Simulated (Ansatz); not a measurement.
Put Cd4Se in P4/mmm (No. 123): Cd on 4j; Se on 1b.

These are results of DFT PBE, scalar-relativistic, plane waves, PAW (Ansatz), not measurements. Cutoff 420 eV, Γ-centred mesh, Gaussian smearing, no spin polarisation.

Formation energies are uncorrected and refer to the elements' standard structures at the same level.

Q: Give the relaxed lattice parameters and positions.

A:

Space group P4/mmm (No. 123). a = 6.121 Å, b = 6.121 Å, c = 3.813 Å, α = 90.00°, β = 90.00°, γ = 90.00°
```csv
atom,site,symmetry,x,y,z
Cd,4j,m.2m,0.7350,0.7350,0.0000
Se,1b,4/mmm,0.0000,0.0000,0.5000
```

Around Cd lie 2 Cd at 2.88 Å, 2 Se at 2.98 Å and 2 Cd at 3.24 Å; Se is surrounded by 8 Cd at 2.98 Å and 2 Se at 3.81 Å. Another local minimum with the same sites may exist.

Q: And its energy and gap?

A: The formation energy is −0.02 eV/atom and the gap on the 6×6×10 mesh of the 5-atom cell is 0 eV (a metal). The formation energy is too near zero to say whether this cell lies below the elements.

The last run used Gaussian smearing of 0.10 eV. For metals, differences of a few meV/atom aren't resolved. The reference form of Se is held partly by dispersion forces, which this level lacks. Symmetry constrained the relaxation, so the result can be a saddle point.
